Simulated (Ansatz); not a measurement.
SiGe:
```yaml
crystal:
  lattice:
    - [3.92503, 0.00000, 0.00000]
    - [0.00000, 3.92237, 0.00000]
    - [0.00000, 0.00000, 11.08215]
  atoms:
    - { symbol: Si, position: [0.25000, 0.00000, 0.31971] }
    - { symbol: Si, position: [0.25000, 0.50000, 0.43974] }
    - { symbol: Si, position: [0.75000, 0.50000, 0.56026] }
    - { symbol: Si, position: [0.75000, 0.00000, 0.68029] }
    - { symbol: Ge, position: [0.25000, 0.00000, 0.80495] }
    - { symbol: Ge, position: [0.25000, 0.50000, 0.93521] }
    - { symbol: Ge, position: [0.75000, 0.50000, 0.06479] }
    - { symbol: Ge, position: [0.75000, 0.00000, 0.19505] }
```

Relaxed with PBEsol. Special points in fractions of this cell's reciprocal vectors: Γ (0.000, 0.000, 0.000); X (0.500, 0.000, 0.000); S (0.500, 0.500, 0.000); Y (0.000, 0.500, 0.000); Z (0.000, 0.000, 0.500); U (0.500, 0.000, 0.500); R (0.500, 0.500, 0.500); T (0.000, 0.500, 0.500).

Q: List the band energies nearest the valence-band maximum at these points for the program Ansatz at the PBEsol level (PAW).

A: In eV from the valence-band maximum; about four levels below and three above (degenerate sets whole), none deeper than 8.9 eV; points with the same levels are listed once.

```csv
k,below,above
Γ,-1.95 -0.07 -0.03 0.00,0.33 0.45 0.96
X,-1.36 -1.36 -1.10 -1.10,0.73 0.73 1.98 1.98
S,-3.03 -3.03 -3.02 -3.02,0.58 0.58 0.58 0.58
Y,-1.38 -1.36 -1.35 -1.08,0.69 0.74 1.98
Z,-1.06 -1.03 -0.76 -0.70,0.25 0.40 1.40
U,-1.75 -1.75 -1.10 -1.10,1.65 1.65 1.81 1.81
R,-3.47 -3.47 -3.47 -3.47,1.55 1.55 1.70 1.70
T,-1.76 -1.47 -1.42 -1.09,1.70 1.71 1.72
```

Space group Pmma. The start of the workflow was typed in or built on a structure type; neither database checked (COD, Materials Project) lists it. Whether it is the stable phase at ambient conditions was not checked. The PBEsol relaxation kept the symmetry of its start; of distortions, only those at the zone centre were tested. Scalar-relativistic: spin–orbit coupling is off unless named, which matters more the heavier the elements.

Potentials: the later of the program's two PAW sets.
